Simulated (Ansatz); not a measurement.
Here is the system:

TePb:
```xyz
2
Lattice="0.0000 3.2217 3.2217 3.2217 0.0000 3.2217 3.2217 3.2217 0.0000" Properties=species:S:1:pos:R:3 pbc="T T T"
Te     0.0000     0.0000     0.0000
Pb     3.2217     3.2217     3.2217
```

This is the PBEsol-relaxed structure.

Question: All from PBEsol (plane waves, PAW; program Ansatz), unless another level is named. Predict the bulk modulus (Birch–Murnaghan fit).

Answer: 44.9 GPa.

Question: And the elastic constants (relaxed ions, GPa)?

Answer: C11 = 126, C12 = 4.6, C44 = 14.8.

Space group Fm-3m (rock salt). The cell was relaxed with PBEsol under the symmetry of its start. Spin–orbit coupling is left out wherever it is not named.

Potentials: the earlier of the program's two PAW sets. The files were generated under PBE; for other functionals the program regenerates the frozen cores, and for LDA and PBEsol the local potential too.
